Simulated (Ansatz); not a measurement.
**Two states of La2NiO4**

```
La Ni O
1.0
    -1.95403    1.95403    6.38683
     1.95403   -1.95403    6.38683
     1.95403    1.95403   -6.38683
La Ni O
2 1 4
Cartesian
  0.0000 0.0000 4.6164
  0.0000 0.0000 8.1573
  0.0000 0.0000 0.0000
  0.0000 1.9540 0.0000
  1.9540 0.0000 0.0000
  0.0000 0.0000 2.2609
  0.0000 0.0000 10.5127
```

Method: r2SCAN, with U_eff = 6.62 eV on Ni d (all-electron-ortho-atomic projectors); PAW, plane waves to 500 eV, 6×6×6 Γ-centred mesh, fermi-dirac occupations (width 0.1 eV) (Ansatz 0.2.0), atoms fixed.

State A: no moments (no spin polarisation). State B: Ni3 up (collinear spin).

Task: Compare the two self-consistent states.

Result: State B is lower by 283.5 meV an atom at zero smearing.

```
state  free energy (meV/atom)  largest moment in a small sphere (μB)  net moment (μB/cell)  gap on mesh (eV)  pressure (GPa)  largest force (eV/Å)
    A                   283.6                                   0.00                  0.00              1.18            -6.4                  1.39
    B                     0.0                                   1.74                  2.00              0.53            -3.2                  0.67
```

Origin: a database entry at a rescaled volume. Caveats: gaps of Fe, Co and Ni magnets come out low on these datasets.
